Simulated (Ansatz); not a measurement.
Relaxed-ion elastic tensor of Li (hcp (Mg type), P6_3/mmc) in GPa (Voigt order), DFT-r²SCAN in the program Ansatz with PAW potentials; density 0.55 g/cm³, 20.96 Å³ per atom.

```
20.5  12.4   6.0   0.0   0.0   0.0
12.4  20.5   6.0   0.0   0.0   0.0
 6.0   6.0  27.2   0.0   0.0   0.0
 0.0   0.0   0.0   4.8   0.0   0.0
 0.0   0.0   0.0   0.0   4.8   0.0
 0.0   0.0   0.0   0.0   0.0   4.0
```

**Question.** Is the crystal mechanically stable?

**Answer.** Yes: the smallest eigenvalue of C is 4.0 GPa.

**Question.** Work out the Voigt, Reuss and Hill averages.

**Answer.** K_V = 13.0, K_R = 13.0, K_H = 13.0; G_V = 5.6, G_R = 4.9, G_H = 5.3 GPa.

**Question.** Give Young's modulus, Poisson's ratio, Pugh's ratio and the universal anisotropy index.

**Answer.** E = 9KG/(3K + G) = 14.0 GPa; ν = 0.32; K/G = 2.47 (ductile by the Pugh limit of 1.75); A_U = 5G_V/G_R + K_V/K_R − 6 = 0.69.

**Question.** Estimate the sound speeds and the Debye temperature.

**Answer.** v_l = √((K + 4G/3)/ρ) = 6040 m/s, v_t = √(G/ρ) = 3100 m/s, mean 3470 m/s; Θ = (h/k)(3n/4πV)^(1/3) v_m = 375 K.

**Question.** Solve the Christoffel equation for the three sound speeds along x, y, z.

**Answer.** Eigenvalues of C_ijkl n_j n_l equal ρv². In km/s, slowest first: x 2.70, 2.95, 6.10; y 2.70, 2.95, 6.10; z 2.95, 2.95, 7.03.

**Question.** How much does each axis shrink under pressure?

**Answer.** Linear compressibilities β_i = Σ_j S_ij (j = 1 to 3): x 26, y 26, z 25 per TPa.

The workflow started from a Materials Project entry (that database holds measured and hypothetical structures alike); the Crystallography Open Database files this formula in space group No. 194, but the cells were not matched. It is not the phase usual at ambient conditions (space group No. 229). The cell was relaxed with r²SCAN under the symmetry of its start; of distortions, only those at the zone centre were tested. As this level gives no gap, shear constants depend on the k-mesh and smearing (Fermi–Dirac, 0.1 eV here).

Potentials: the earlier of the program's two PAW sets.
